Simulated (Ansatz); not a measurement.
LaPt$_{5}$:
```
LaPt5
1.0
    5.42027     0.00000     0.00000
   -2.71014     4.69409     0.00000
    0.00000     0.00000     4.40344
Pt La
5 1
Direct
  0.33333   0.66667   0.00000
  0.66667   0.33333   0.00000
  0.50000   0.00000   0.50000
  0.50000   0.50000   0.50000
  0.00000   0.50000   0.50000
  0.00000   0.00000   0.00000
```

Relaxed with r²SCAN.

Question: Give the Bader charges and basin volumes of the independent atoms, r²SCAN in the plane-wave PAW code Ansatz.

Answer: 

```csv
atom,Bader charge (e),Bader volume (Å³)
Pt1,-0.40,17.9
Pt3,-0.33,18.8
La6,+1.80,20.0
```

Space group P6/mmm. The workflow started from an entry of the Crystallography Open Database (COD). Whether it is the stable phase at ambient conditions was not checked. Symmetry was held in the r²SCAN relaxation; whether a distortion lowers the energy is not shown. No spin polarisation was allowed. Scalar-relativistic: spin–orbit coupling is off unless named, which matters more the heavier the elements.

Potentials: the later of the program's two PAW sets.
